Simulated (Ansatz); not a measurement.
## Structures of CaF: which is lowest?

Plane-wave DFT in Ansatz with scalar-relativistic PAW potentials, cutoff 420 eV, Γ-centred meshes chosen by cell and gap, Gaussian smearing with energies taken to zero width. Every cell was relaxed (cell and atoms) in a run of its own, within the symmetry of its start. Functional: PBE.

Relaxed structures (starts from databases or built by putting these elements on another compound's sites):
A. F-43m, 2 atoms in the computed cell, a = 5.616 Å; sites (symmetry × multiplicity) Ca -43m × 4, F -43m × 4; start: built
B. P6_3mc, 4 atoms in the computed cell, a = 3.990 Å, c = 6.365 Å; sites (symmetry × multiplicity) Ca 3m. × 2, F 3m. × 2; start: built
C. P-3m1, 4 atoms in the computed cell, a = 3.851 Å, c = 6.461 Å; sites (symmetry × multiplicity) Ca 3m. × 2, F 3m. × 2; start: built
D. R-3m, 4 atoms in the computed cell, a = 3.889 Å, c = 19.582 Å; sites (symmetry × multiplicity) Ca 3m × 6, F 3m × 6; start: built

Q: Rank them by energy. Could pressure change the order?

A:
```csv
structure,group,E − E(lowest) (meV/atom),V (Å³/atom),gap on mesh (eV)
C,P-3m1,0.0,20.74,0.00
D,R-3m,19.3,21.37,0.00
A,F-43m,250,22.14,0.00
B,P6_3mc,259,21.93,0.00
```

C is lowest, 19 meV/atom under D. The lowest is also the densest of these, so pressure wouldn't bring one of the others in at first order. Other structures may lie lower than all of these, and vibrations aren't counted.

Spin polarisation was left out, and a magnetic state may lie lower.